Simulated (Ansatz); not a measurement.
RbMgF3:
```
RbMgF3
1.0
    4.06004     0.00000     0.00000
    0.00000     4.06004     0.00000
    0.00000     0.00000     4.06004
Rb Mg F
1 1 3
Cartesian
  0.00000   0.00000   0.00000
  2.03002   2.03002   2.03002
  0.00000   2.03002   2.03002
  2.03002   0.00000   2.03002
  2.03002   2.03002   0.00000
```

r²SCAN (plane waves, PAW; program Ansatz) gives a gap of 8.31 eV without spin–orbit coupling, maximum at R, minimum at Γ.

Problem. What happens when spin–orbit coupling is switched on?

Solution. The gap drops by 0.01 eV, to 8.30 eV; maximum at R, minimum at Γ.

Problem. Give the electron effective mass with spin–orbit coupling.

Solution. 0.47 mₑ (isotropic).

Space group Pm-3m (cubic perovskite). The workflow started from a Materials Project entry (that database holds measured and hypothetical structures alike); the Crystallography Open Database copy checked does not list it. Its standing as an ambient phase is unchecked. Symmetry was held in the r²SCAN relaxation; its stability against distortions is not shown here.

Potentials: the later of the program's two PAW sets.
